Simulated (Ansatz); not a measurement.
Zr3Ag (Cu3Au type, space group No. 221) under volume change, plane-wave PAW PBEsol (Ansatz code), scaled uniformly.

```
V (Å³/atom)  E − E(relaxed) (meV/atom)  P (GPa)
-----------  -------------------------  -------
18.632                            65.8    12.36
19.246                            27.7     7.61
19.860                             6.6     3.52
20.474                             0.0     0.00
21.089                             5.9    -3.03
21.703                            22.7    -5.62
22.317                            48.6    -7.85
```

What does a third-order Birch–Murnaghan fit give for V₀, B₀ and B′?

V₀ = 20.47 Å³/atom, B₀ = 108 GPa, B′ = 4.0.

Space group Pm-3m (Cu3Au type). The workflow started from an entry of the Crystallography Open Database (COD); the relaxed space group is not among those it files for this formula. COD files the formula under space group No. 123, so this cell is another polymorph or a model. Its standing as an ambient phase is unchecked. The cell was relaxed with PBEsol under the symmetry of its start; of distortions, only those at the zone centre were tested. The run is not spin-polarised.

Potentials: the later of the program's two PAW sets.
